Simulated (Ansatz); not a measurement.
SnMo2N:
```cif
data_Mo4N2Sn2
_chemical_formula_sum 'Sn2 Mo4 N2'
_space_group_name_H-M_alt 'P 1'
_space_group_IT_number 1
_cell_length_a 3.26476
_cell_length_b 3.26476
_cell_length_c 12.87418
_cell_angle_alpha 90.000
_cell_angle_beta 90.000
_cell_angle_gamma 120.000
loop_
_space_group_symop_operation_xyz
  'x, y, z'
loop_
_atom_site_label
_atom_site_type_symbol
_atom_site_fract_x
_atom_site_fract_y
_atom_site_fract_z
_atom_site_occupancy
Sn1 Sn 0.33333 0.66667 0.75000 1
Sn2 Sn 0.66667 0.33333 0.25000 1
Mo1 Mo 0.33333 0.66667 0.07520 1
Mo2 Mo 0.66667 0.33333 0.57520 1
Mo3 Mo 0.66667 0.33333 0.92480 1
Mo4 Mo 0.33333 0.66667 0.42480 1
N1 N 0.00000 0.00000 0.00000 1
N2 N 0.00000 0.00000 0.50000 1
```

Relaxed with DFT-r²SCAN in the program Ansatz with PAW potentials. Indices refer to the conventional cell of P6_3/mmc, a = b = 3.2648 Å, c = 12.8742 Å, α = β = 90.00°, γ = 120.00°.

**Question.** Simulate the powder diffraction pattern (Cu Kα, λ = 1.54184 Å; lines above 1 %) up to 2θ = 90°.

**Answer.** Simulated powder pattern, Cu Kα, λ = 1.54184 Å (kinematic, ideal powder, no thermal factors, no anomalous dispersion; the 30 strongest lines at most, above 1 %, up to 2θ = 90°):

| 2θ (°) | d (Å) | I/Imax (%) | hkl |
|---|---|---|---|
| 27.72 | 3.219 | 2.8 | (0004) |
| 31.65 | 2.827 | 23 | (1 0 -1 0) |
| 32.42 | 2.762 | 1.4 | (1 0 -1 1) |
| 38.12 | 2.361 | 100 | (1 0 -1 3) |
| 42.11 | 2.146 | 15 | (0006) |
| 53.62 | 1.709 | 13 | (1 0 -1 6) |
| 56.36 | 1.632 | 23 | (1 1 -2 0) |
| 60.01 | 1.542 | 2.0 | (1 0 -1 7) |
| 63.95 | 1.456 | 1.3 | (1 1 -2 4) |
| 66.09 | 1.414 | 2.8 | (2 0 -2 0) |
| 70.08 | 1.343 | 16 | (2 0 -2 3) |
| 72.80 | 1.299 | 17 | (1 1 -2 6) |
| 74.31 | 1.276 | 12 | (1 0 -1 9) |
| 81.54 | 1.181 | 3.8 | (2 0 -2 6) |

The start of the workflow was typed in or built on a structure type; neither database checked (COD, Materials Project) lists it. Whether it is the stable phase at ambient conditions was not checked. The cell was relaxed with r²SCAN under the symmetry of its start; its stability against distortions is not shown here. The workflow began spin-polarised and lost its moments. Spin–orbit coupling is left out wherever it is not named.

Potentials: the earlier of the program's two PAW sets.
